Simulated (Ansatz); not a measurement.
K2NaCuF6 in space group Fm-3m (No. 225; K on 8c, Na on 4b, Cu on 4a, F on 24e), plane-wave PAW r²SCAN (Ansatz code). The conduction-band minimum lies at X, with 3 equivalent valleys. Second derivatives d²E/dk² of the lowest band at one valley (eV·Å²), along Cartesian directions:

| direction | d²E/dk² |
|---|---|
| [100] | 4.327 |
| [010] | 2.950 |
| [001] | 2.950 |
| [110] | 3.639 |
| [101] | 3.639 |
| [011] | 2.951 |

Problem. Find the principal effective masses, the density-of-states mass and the conductivity mass.

Solution. Off-diagonal terms follow from H_xy = H[110] − (H_xx + H_yy)/2, and m*/mₑ = 7.620 eV·Å² over each eigenvalue: 1.8, 2.6, 2.6. One valley's DOS mass (m₁m₂m₃)^(1/3) = 2.3, conductivity mass 3/(Σ 1/mᵢ) = 2.2 mₑ.

Problem. What effective density of states Nc follows at 300 K for parabolic valleys?

Solution. Nc = 2.509e19 × 3 × (2.3)^(3/2) / 2 (one spin channel) ≈ 1.3e20 cm⁻³.

The first step of the workflow began from a Materials Project structure, measured or hypothetical; the Crystallography Open Database copy checked does not list it. Its standing as an ambient phase is unchecked. The cell was relaxed with r²SCAN under the symmetry of its start; its stability against distortions is not shown here. Magnetic state: ferromagnetic, chosen from 3 collinear starts compared on coarse meshes (ties went to the first, and starts can fall back to one state), not a proven ground state. Other orbital occupations within this spin state were not tried. No Hubbard U is applied.

Potentials: the later of the program's two PAW sets.

Edges and masses are those of Kohn–Sham bands, whose gap is no quasiparticle gap.
